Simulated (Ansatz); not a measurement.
Mo (bcc, W type)

```xyz
2
Lattice="-3.1607 3.1607 3.1607 0.0000 0.0000 3.1607 0.0000 3.1607 0.0000" Properties=species:S:1:pos:R:3 pbc="T T T"
Mo     0.0000     0.0000     0.0000
Mo    -1.5804     1.5804     1.5804
```

The atoms are displaced by Q × the pattern below (from a DFPT mode at H = (0.5, 0.5, 0.5), largest move 1; Q in Å), at fixed cell. It is one choice among 3 degenerate patterns. (q is in reciprocal vectors of the primitive cell; the cell shown is doubled to hold the pattern.)

```
atom      x      y       z
----  -----  -----  ------
Mo1   0.000  0.000  -1.000
Mo2   0.000  0.000   1.000
```

Computed with PBE (plane waves to 420 eV, PAW, scalar-relativistic; Ansatz, an electronic-structure program). k mesh 21×21×21 (Γ-centred), Fermi-Dirac smearing 0.05 eV. Energies are smeared free energies. Compression counts positive. With partly filled bands, energies and forces of such displacements shift with the k mesh and the smearing. Mo is run without spin polarisation. Mo was relaxed with its symmetry unable to fall. ΔE is measured from the undisplaced structure.

```
Q (Å)   ΔE (meV/cell)  P (GPa)  −dE/dQ from forces (eV/Å)
------  -------------  -------  -------------------------
-0.280           1090     20.4                      7.632
-0.233            761     14.7                      6.491
-0.187            480      9.6                      5.519
-0.140            254      5.4                      4.103
-0.093            101      2.3                      2.461
-0.047             21      0.6                      1.000
0.000               0      0.0                      0.000
0.047              21      0.6                     -1.000
0.093             101      2.3                     -2.461
0.140             254      5.4                     -4.103
0.187             480      9.6                     -5.519
0.233             761     14.7                     -6.491
0.280            1090     20.4                     -7.632
```

Summary:

```
Quantity                                                                                    Value
---------------------------------  --------------------------------------------------------------
Energy at Q = 0.280 Å                                                               1090 meV/cell
Space group of the distorted cell                            P4/nmm (No. 129), lowered from Im-3m
Symmetry of the curve                                               even: the same for both signs
Shape of the curve                 a single well with its minimum at or next to zero displacement
```

The 13 points together took about 4 core-minutes (a rough figure).

(For displaced atoms, the force is minus the slope of the energy, and its curvature is a force constant, which sets phonon frequencies.)
